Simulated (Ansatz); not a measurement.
## Two states of SrVO₃

```yaml
crystal:
  lattice:
    - [3.90512, 3.90512, 0.00000]
    - [0.00000, 3.90512, 3.90512]
    - [3.90512, 0.00000, 3.90512]
  atoms:
    - { symbol: Sr, position: [0.00000, 0.00000, 0.00000] }
    - { symbol: Sr, position: [0.50000, 0.50000, 0.50000] }
    - { symbol: V, position: [0.25000, 0.25000, 0.25000] }
    - { symbol: V, position: [0.75000, 0.75000, 0.75000] }
    - { symbol: O, position: [0.00000, 0.00000, 0.50000] }
    - { symbol: O, position: [0.50000, 0.50000, 0.00000] }
    - { symbol: O, position: [0.00000, 0.50000, 0.00000] }
    - { symbol: O, position: [0.50000, 0.00000, 0.50000] }
    - { symbol: O, position: [0.00000, 0.50000, 0.50000] }
    - { symbol: O, position: [0.50000, 0.00000, 0.00000] }
```

The numbers come from plane-wave PAW DFT (Ansatz): PBE, with U_eff = 4.84 eV on atom 3 d, U_eff = 4.84 eV on atom 4 d, U_eff = 3.32 eV on atom 5 p, U_eff = 3.32 eV on atom 6 p, U_eff = 3.32 eV on atom 7 p, U_eff = 3.32 eV on atom 8 p, U_eff = 3.32 eV on atom 9 p, U_eff = 3.32 eV on atom 10 p (all-electron-ortho-atomic projectors), 420 eV, 5×5×5 Γ-centred k points, fermi-dirac occupations (width 0.1 eV). Nothing was relaxed.

State A: V3 up, V4 up (collinear spin). State B: V3 up, V4 down (collinear spin).

Q: Which state is lower, and how do they differ?

A: State A is lower by 1.6 meV an atom at zero smearing.

| state | free energy (meV/atom) | largest moment in a small sphere (μB) | net moment (μB/cell) | gap on mesh (eV) | pressure (GPa) | largest force (eV/Å) |
| --- | --- | --- | --- | --- | --- | --- |
| A | 0.0 | 0.86 | 2.00 | 1.12 | -1.7 | 0.62 |
| B | 1.6 | 0.83 | 0.00 | 1.53 | -1.7 | 0.59 |

Origin: a database entry at a rescaled volume. Caveats: the state breaks the symmetry of the cell; an odd or shifted mesh can miss the band edges, so this level's true gap may be smaller.
